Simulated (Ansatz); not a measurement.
Si₂Mo:
```cif
data_Mo2Si4
_chemical_formula_sum 'Mo2 Si4'
_space_group_name_H-M_alt 'I4/mmm'
_space_group_IT_number 139
_space_group_name_Hall '-I 4 2'
_cell_length_a 3.21690
_cell_length_b 3.21690
_cell_length_c 7.87299
_cell_angle_alpha 90.000
_cell_angle_beta 90.000
_cell_angle_gamma 90.000
loop_
_atom_site_label
_atom_site_type_symbol
_atom_site_symmetry_multiplicity
_atom_site_Wyckoff_symbol
_atom_site_fract_x
_atom_site_fract_y
_atom_site_fract_z
_atom_site_occupancy
Mo1 Mo 2 a 0.00000 0.00000 0.00000 1
Si1 Si 4 e 0.00000 0.00000 0.33509 1
```
(The calculation used a cell of 3 atoms; values per cell refer to that cell.)

Relaxed at zero pressure with the program Ansatz at the PBE level (PAW).

Task: The volume is raised by 3 % and shape and atoms relax at that volume. What pressure results, and how do the axes share the change?

Result: -5.6 GPa; a 1.1 %, b 1.1 %, c 0.9 %; the energy rises by 7 meV/atom.

Task: Give the new structure.

Result: 
Space group I4/mmm (No. 139); a = b = 3.251 Å, c = 7.940 Å, α = β = γ = 90.00°

```json
[
 {"atom": "Mo", "site": "2a", "symmetry": "4/mmm", "x": "0.0000", "y": "0.0000", "z": "0.0000"},
 {"atom": "Si", "site": "4e", "symmetry": "4mm", "x": "0.0000", "y": "0.0000", "z": "0.3355"}
]
```

The phase is kept; no other phase was compared at this pressure.

Symmetry was held in the PBE relaxation. No spin polarisation was allowed.

Potentials: the later of the program's two PAW sets.
